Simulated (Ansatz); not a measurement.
# Structures of Na$_{2}$Al: which is lowest?

Plane-wave DFT in Ansatz with scalar-relativistic PAW potentials, cutoff 420 eV, Γ-centred meshes chosen by cell and gap, Gaussian smearing with energies taken to zero width. Every cell was relaxed (cell and atoms) in a run of its own, within the symmetry of its start. Functional: PBE.

Relaxed structures (starts from databases or built by putting these elements on another compound's sites):
A. R-3m, 3 atoms in the computed cell, a = 3.262 Å, c = 25.593 Å; sites (symmetry × multiplicity) Na 3m × 6, Al -3m × 3; start: built
B. I4/mmm, 3 atoms in the computed cell, a = 3.157 Å, c = 15.961 Å; sites (symmetry × multiplicity) Na 4mm × 4, Al 4/mmm × 2; start: built
C. P4/nmm, 6 atoms in the computed cell, a = 4.488 Å, c = 8.801 Å; sites (symmetry × multiplicity) Na -4m2 × 2 + 4mm × 2, Al 4mm × 2; start: built

Question: Rank them by energy. Could pressure change the order?

Answer:
```tsv
structure	group	E − E(lowest) (meV/atom)	V (Å³/atom)	gap on mesh (eV)
B	I4/mmm	0.0	26.51	0.00
A	R-3m	35	26.20	0.00
C	P4/nmm	145	29.54	0.00
```

B is lowest, 35 meV/atom under A. The two lowest differ in volume by under 3 %, too little for a first-order estimate of what pressure does to that pair (other pairs aren't weighed here); with rigid cells even 3 % in favour of the higher one would need about 7 GPa. Other structures may lie lower than all of these, and vibrations aren't counted.